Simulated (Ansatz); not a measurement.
YTiGe (I4/mmm)

The calculation used DFT r2SCAN, scalar-relativistic, plane waves, PAW (Ansatz).

Plane waves to 500 eV, a k mesh through Γ of 12×12×12 on the computed 6-atom cell and Gaussian smearing (0.10 eV); no spin polarisation.

The structure is relaxed at this level of theory with its symmetry kept. Whether it is the stable form of this composition wasn't checked.

```
CELL_PARAMETERS angstrom
-2.03290 2.03290 7.64127
2.03290 -2.03290 7.64127
2.03290 2.03290 -7.64127
ATOMIC_POSITIONS crystal
Y 0.32685 0.32685 0.00000
Y 0.67315 0.67315 0.00000
Ti 0.50000 0.00000 0.50000
Ti 0.00000 0.50000 0.50000
Ge 0.12197 0.12197 0.00000
Ge 0.87803 0.87803 0.00000
```

| Quantity | Value |
| --- | --- |
| Space group | I4/mmm (No. 139) |
| Volume per atom | 21.05 Å³ |
| Generalised Kohn–Sham band gap | none (metal) |
| Density of states at the Fermi level | 10.59 states/eV per cell |
| Löwdin character within 0.5 eV of the Fermi level | Ti 3d 54 %, Y 4d 33 % |
| Bader charges (e) | Y (2 in the cell) 1.53, Ti (2 in the cell) 0.71, Ge (2 in the cell) -2.24 |

Spin polarisation was left out, and a magnetic state may lie lower.

Cost: 1 run of about 9.4 core-minutes, on Arm Neoverse V1 (shared hosts).